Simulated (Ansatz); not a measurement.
A 5-atom cell of CsSnI3 started from a crystallographic database, relaxed with r2SCAN: 6 runs in Ansatz, each a calculation of independent-particle optics. The symmetry is Pm-3m (No. 221, cubic); conventional cell a = 6.241 Å, 48.63 Å³ an atom. Around Cs lie 12 I at 4.41 Å; around Sn lie 6 I at 3.12 Å; around I lie 2 Sn at 3.12 Å and 4 Cs at 4.41 Å. No spin polarisation and no zero-point or thermal motion.

```
CELL_PARAMETERS angstrom
6.24140 0.00000 0.00000
0.00000 6.24140 0.00000
0.00000 0.00000 6.24140
ATOMIC_POSITIONS crystal
Cs 0.00000 0.00000 0.00000
Sn 0.50000 0.50000 0.50000
I 0.00000 0.50000 0.50000
I 0.50000 0.00000 0.50000
I 0.50000 0.50000 0.00000
```

On meshes this coarse, single peaks can be features of the mesh. No local fields, no excitons; the zone sum runs over the cells of the mesh, and ε∞ includes the bands left out of the spectrum. Up to four peaks are listed, those above 15 % of the tallest and inside the complete range; the four can differ from row to row. Rows marked drawn have settings drawn at random (some not listed).

```
functional  k mesh  broadening (eV)    scissors (eV)  range (eV)  settings  direct gap on the mesh before scissors (eV)  ε∞ xx  ε∞ yy  ε∞ zz  complete up to (eV)  tallest peaks of mean ε₂ (eV)
    r2SCAN   4×4×4              0.1             0.00        0–12    chosen                                         0.50   8.12   8.12   8.12                 12.0            1.85 2.80 3.65 6.65
       PBE   4×4×4              0.1  0.47 (to HSE06)        0–12    chosen                                         0.38   7.86   7.86   7.86                 12.0            2.15 3.00 6.55 6.75
       PBE   4×4×4             0.05             0.30         0–6     drawn                                         0.38   8.31   8.31   8.31                  6.0            2.00 2.80 3.60 5.40
       LDA   4×4×4             0.03             0.00      0.5–15     drawn                                         0.36   9.86   9.86   9.86                 15.0            1.60 2.50 3.10 5.90
```

Task: Estimate from these rows what the further settings give.
```csv
functional,k mesh,broadening (eV),scissors (eV),range (eV),settings
r2SCAN,4×4×4,0.05,2.50,0–15,drawn
PBE,4×4×4,0.1,0.00,0–12,chosen
```

Result:
```json
{"functional": "r2SCAN", "k mesh": "4×4×4", "broadening (eV)": "0.05", "scissors (eV)": "2.50", "range (eV)": "0–15", "settings": "drawn", "direct gap on the mesh before scissors (eV)": "0.50", "ε∞ xx": "4.81", "ε∞ yy": "4.81", "ε∞ zz": "4.81", "complete up to (eV)": "15.0", "tallest peaks of mean ε₂ (eV)": "4.35 5.30 6.15 9.15"}
{"functional": "PBE", "k mesh": "4×4×4", "broadening (eV)": "0.1", "scissors (eV)": "0.00", "range (eV)": "0–12", "settings": "chosen", "direct gap on the mesh before scissors (eV)": "0.38", "ε∞ xx": "9.41", "ε∞ yy": "9.41", "ε∞ zz": "9.41", "complete up to (eV)": "12.0", "tallest peaks of mean ε₂ (eV)": "1.65 2.55 6.10 6.30"}
```

No spin-orbit coupling is included; it can move band edges with weight on the heavy atoms by tenths of an eV.
